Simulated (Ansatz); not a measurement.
HfN (rock salt)

```
CELL_PARAMETERS angstrom
      0.00000     4.54789     4.54789
      2.27394     0.00000     2.27394
      2.27394     2.27394     0.00000
ATOMIC_POSITIONS crystal
  N  0.00000 0.00000 0.00000
  N  0.50000 0.00000 0.00000
  Hf 0.25000 0.50000 0.50000
  Hf 0.75000 0.50000 0.50000
```

In this cell atom 3 (Hf, nearest neighbour N at 2.274 Å; its periodic images, 3.2 Å or more away, move with it) is moved by s along Cartesian z, unit vector (0.000, 0.000, 1.000); all other atoms and the cell stay fixed.

These are PBE (plane waves to 420 eV, PAW, scalar-relativistic; Ansatz, a first-principles code) values and carry that method's errors. k mesh 7×14×14 (Γ-centred), Fermi-Dirac smearing 0.05 eV. The energy includes the smearing's −TS. Compression counts positive. Left out: 2 of 11 points, with atoms too close for the PAW data. With partly filled bands, energies and forces of such displacements shift with the k mesh and the smearing. F∥ is the force on the atom along that direction. F⊥ is the part of the force across the line. HfN is run without spin polarisation. HfN was relaxed with its symmetry unable to fall. Spin-orbit coupling is left out, though Hf is heavy. The zero of ΔE is the undisplaced structure.

```tsv
s (Å)	ΔE (meV/cell)	F∥ (eV/Å)	|F⊥| (eV/Å)	P (GPa)
-0.360	877	6.014	0.979	10.4
-0.270	443	3.762	0.584	5.6
-0.180	181	2.148	0.272	2.4
-0.090	43	0.974	0.092	0.6
0.000	0	0.000	0.000	0.0
0.090	43	-0.974	0.092	0.6
0.180	181	-2.148	0.272	2.4
0.270	443	-3.762	0.584	5.6
0.360	877	-6.014	0.979	10.4
```

Summary:

The energy at s = 0.360 Å is 877 meV/cell and the force along the line at s = -0.360 Å is 6.01 eV/Å. The force constant k = d²E/ds² at s = 0 (finite differences) comes out as 10.5 eV/Å². Symmetry of the curve: even: the same for both signs. Shape of the curve: a single well with its minimum at or next to zero displacement. Harmonic estimate at the end of the scan: ½ks² = 677 meV/cell against the computed 877 meV/cell, so the well is stiffer than harmonic there.

(A displaced cell: forces are minus the slopes of the energy, force constants its curvatures, and phonons follow from these.)
